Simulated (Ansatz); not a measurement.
SnO2:
```yaml
crystal:
  lattice:
    - [4.76949, 0.00000, 0.00000]
    - [0.00000, 4.76949, 0.00000]
    - [0.00000, 0.00000, 3.21172]
  atoms:
    - { symbol: Sn, position: [0.00000, 0.00000, 0.00000] }
    - { symbol: Sn, position: [0.50000, 0.50000, 0.50000] }
    - { symbol: O, position: [0.30627, 0.30627, 0.00000] }
    - { symbol: O, position: [0.80627, 0.19373, 0.50000] }
    - { symbol: O, position: [0.19373, 0.80627, 0.50000] }
    - { symbol: O, position: [0.69373, 0.69373, 0.00000] }
```

This is the PBEsol-relaxed structure.

All from PBEsol (plane waves, PAW; program Ansatz), unless another level is named. Predict the hole effective mass.

1.3, 1.3, 1.7 mₑ (principal values).

Predict the HSE06 gap on the PBEsol cell.

2.75 eV.

Next, the electron effective mass with spin–orbit coupling?

0.17, 0.19, 0.19 mₑ (principal values).

What about the weight of the valence-edge state by species (Voronoi cells)?

O 99 %.

Space group P4_2/mnm (rutile). The PBEsol relaxation kept the symmetry of its start. Scalar-relativistic: spin–orbit coupling is off unless named, which matters more the heavier the elements.

Potentials: the later of the program's two PAW sets.
